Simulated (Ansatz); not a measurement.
Phonons of BaHfO₃ (cubic perovskite) at Γ, X = (0.5, 0.0, 0.0), M = (0.5, 0.5, 0.0), R = (0.5, 0.5, 0.5).

BaHfO3 (cubic perovskite)

```
BaHfO3
1.0
    4.20617     0.00000     0.00000
    0.00000     4.20617     0.00000
    0.00000     0.00000     4.20617
Ba Hf O
1 1 3
Cartesian
  0.00000   0.00000   0.00000
  2.10308   2.10308   2.10308
  0.00000   2.10308   2.10308
  2.10308   2.10308   0.00000
  2.10308   0.00000   2.10308
```

The numbers are results of PBE (plane waves to 420 eV, PAW, scalar-relativistic; Ansatz, a first-principles code), not measurements. DFPT wavenumbers on a 6×6×6 k mesh, in cm⁻¹; i marks imaginary ones, q is in fractions of the reciprocal vectors of the cell shown, and the three acoustic modes at Γ are left out. The non-analytic (LO-TO) term is not included, so polar modes at Γ have their transverse values. BaHfO3 is run without spin polarisation. BaHfO3 was relaxed with its symmetry unable to fall. Spin-orbit coupling is left out, though Hf is heavy.

```json
[
 {"q": "Γ", "wavenumbers (cm⁻¹)": "95 (×3), 179 (×3), 202 (×3), 495 (×3)"},
 {"q": "X = (0.5, 0.0, 0.0)", "wavenumbers (cm⁻¹)": "78 (×2), 91 (×2), 131, 168, 201 (×2), 238, 266 (×2), 394, 481 (×2), 706"},
 {"q": "M = (0.5, 0.5, 0.0)", "wavenumbers (cm⁻¹)": "78, 78 (×2), 82, 105, 177 (×2), 277 (×2), 296 (×2), 404, 463, 549, 753"},
 {"q": "R = (0.5, 0.5, 0.5)", "wavenumbers (cm⁻¹)": "26 (×3), 97 (×3), 212 (×3), 365 (×3), 540 (×2), 783"}
]
```

The structure shows no imaginary mode at these points (lowest 26 cm⁻¹ at R = (0.5, 0.5, 0.5)); other wave vectors were not tested.

Highest mode: 783 cm⁻¹ at R = (0.5, 0.5, 0.5).
